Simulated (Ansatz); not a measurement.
HfO₂ (CdI2 type, P-3m1), LDA (plane waves, PAW; program Ansatz), all energies at zero smearing, with the estimated change up to a 700 eV cutoff added, with one set of potentials and settings (totals compare only within such a set). Cell of 3 atoms (1 Hf, 2 O): -16592.844 eV.

| element | reference phase | E (eV/atom) |
|---|---|---|
| Hf | P6_3/mmc, 2 atoms in the cell | -15477.4942 |
| O | C2/m, 4 atoms in the cell, spin-polarised | -552.6597 |

Formation energy per atom, worked out: (-16592.844 − 1×(-15477.4942) − 2×(-552.6597))/3 = -3.344 eV/atom (-323 kJ per mol of atoms), at 0 K, without zero-point energy or fitted corrections.

A made-up cell: these elements were put on the sites of a structure type; neither database checked (COD, Materials Project) lists it. It is not the phase usual at ambient conditions (space group No. 14, 29). The cell was relaxed with LDA under the symmetry of its start; its stability against distortions is not shown here. The run is not spin-polarised. A crystal of weakly bound layers computed without a dispersion correction: the cell and the soft elastic constants depend strongly on that. The references are the lowest solids computed at this level, not always the standard phases (solids in place of the gases). Scalar-relativistic: spin–orbit coupling is off unless named, which matters more the heavier the elements.

Potentials: the earlier of the program's two PAW sets. The files were generated under PBE; for other functionals the program regenerates the frozen cores, and for LDA and PBEsol the local potential too.
